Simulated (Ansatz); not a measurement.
Computed with DFT PBE, scalar-relativistic, plane waves, PAW in Ansatz 0.2.0. Settings: cutoff 420 eV, Γ-centred meshes spaced at most about 0.3 Å⁻¹, and about 0.25 Å⁻¹ or finer for metals (2π included), Gaussian smearing. No spin polarisation in the final relaxations.

These are static total energies at zero pressure. All come from trial cells, and lower structures may exist.

Question: Order these relaxed structures of Ta2Ru by energy, lowest first, with the energy over the lowest of them.
A.

```
CELL_PARAMETERS angstrom
3.02387 0.00000 0.00000
-1.51194 2.61875 0.00000
0.00000 0.00000 6.50517
ATOMIC_POSITIONS crystal
Ta 0.66667 0.33333 0.32216
Ta 0.33333 0.66667 0.67784
Ru 0.00000 0.00000 0.00000
```

B.

```
CELL_PARAMETERS angstrom
4.58070 0.00000 0.00000
-2.29035 3.96700 0.00000
0.00000 0.00000 2.77692
ATOMIC_POSITIONS crystal
Ta 0.33333 0.66667 0.50000
Ta 0.66667 0.33333 0.50000
Ru 0.00000 0.00000 0.00000
```

C.

```
CELL_PARAMETERS angstrom
2.85240 0.00000 0.00000
0.99472 5.38447 0.00000
0.97198 1.35620 6.54161
ATOMIC_POSITIONS crystal
Ta 0.58335 0.58316 0.67143
Ta 0.07669 0.07839 0.68498
Ta 0.41665 0.41684 0.32857
Ta 0.92331 0.92161 0.31502
Ru 0.28992 0.26338 0.00080
Ru 0.71008 0.73662 0.99920
```

Answer: C (0 meV/atom), A (121 meV/atom), B (505 meV/atom). Forms: C Ta and Ru ordered on bcc sites, P-1; A Ta and Ru ordered on fcc sites, P-3m1; B P6/mmm. Counting all near atoms (those within 1.25 times the shortest distance at each site; a plus sign parts nearer from farther groups; a slash parts the counts of unlike sites): C has Ta 8+3/14, Ru 13; A has Ta 12, Ru 6+6; B has Ta 11, Ru 14.

These runs have no spin–orbit coupling, which can matter for Ta. A magnetic state wasn't ruled out in cells without spin, among them P6/mmm. Cells relaxed within their symmetry can be saddle points. The P-1 cell of Ta2Ru came from shaking the P-3m1 one. Some types were kept out of the candidates beforehand, so the set may lack a known form.
